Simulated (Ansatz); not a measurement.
# FePt (P4/mmm): electronic heat capacity from the density of states

Computed with DFT PBE, scalar-relativistic, plane waves, PAW (Ansatz).

Settings: cutoff 420 eV, Γ-centred mesh 16×16×12 on the computed 2-atom cell, Gaussian smearing of 0.10 eV; collinear spin from starting moments 3.28 0.42 μB.

Relaxed cell: P4/mmm, a = 2.729 Å, b = 2.729 Å, c = 3.767 Å, α = 90.00°, β = 90.00°, γ = 90.00°, 2 atoms in the primitive cell. Whether it is the stable form of this composition wasn't checked.

The density of states at the Fermi level is 1.322 states/eV in the cell of 2 atoms (1 formula unit; both spins, tetrahedra on a 24×24×18 mesh). The run ends with a moment of 3.30 μB a cell (largest on a site 2.98 μB), and the figure is for this state; a paramagnetic sample can have a quite different one. Another magnetic order, if the compound takes it, can change N(E_F) and the shape of the cell a good deal.

What Sommerfeld coefficient does this give?

Per formula unit N(E_F) = 1.322 states/eV. γ = (π²/3) k_B² N(E_F) N_A = 2.357 mJ/(mol K²) per state/eV, so γ = 3.1 mJ/(mol K²), a mole of formula units. This is the bare band result: a measured γ of the same phase and magnetic order is as a rule larger by a factor 1 + λ from phonons and spin fluctuations. N(E_F) at one energy is sensitive to the mesh where the density of states has sharp peaks.

Spin-orbit coupling is left out, which matters for the bands of heavy elements. Only parallel moments were tried here.

Only this magnetic start was tried.